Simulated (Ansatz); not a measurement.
BaTiO$_{3}$ (P4mm) was relaxed and computed twice in Ansatz (plane waves, PAW), once with LDA and once with r²SCAN.

```
                                                                                   run 1                                               run 2
------------------------------------  --------------------------------------------------  --------------------------------------------------
cell                                  a = b = 3.9270 Å, c = 3.9745 Å, α = β = γ = 90.00°  a = b = 3.9729 Å, c = 4.1121 Å, α = β = γ = 90.00°
gap (eV)                                                                            1.85                                                2.23
ΔH_f (eV/atom)                                                                     -3.33                                               -3.38
B₀ by P(V) fit (GPa)                                                                 149                                                 111
ε∞                                                                                  6.38                                                5.46
highest Γ mode, no LO–TO term (cm⁻¹)                                                 509                                                 551
electron conductivity mass (mₑ)                                                     0.56                                                0.67
```

Which run used which functional?

Run 1 is LDA, run 2 is r²SCAN.

Unstable at this level: BaTiO3, P4mm (Ba on 1b, Ti on 1a, O on 2c, O on 1a) with LDA; BaTiO3, P4mm (Ba on 1b, Ti on 1a, O on 2c, O on 1a) with r²SCAN. All cells were relaxed under the symmetry of their starts (and spin orders); stability against distortions was not tested throughout. Rows with no word on spin ran without spin polarisation. Scalar-relativistic: spin–orbit coupling is off unless named, which matters more the heavier the elements.

Potentials: the earlier of the program's two PAW sets.

Ansatz (a program for electronic structure) is a plane-wave DFT program.

Formation energies count from the lowest solids of the elements computed at the same level, not from gases.
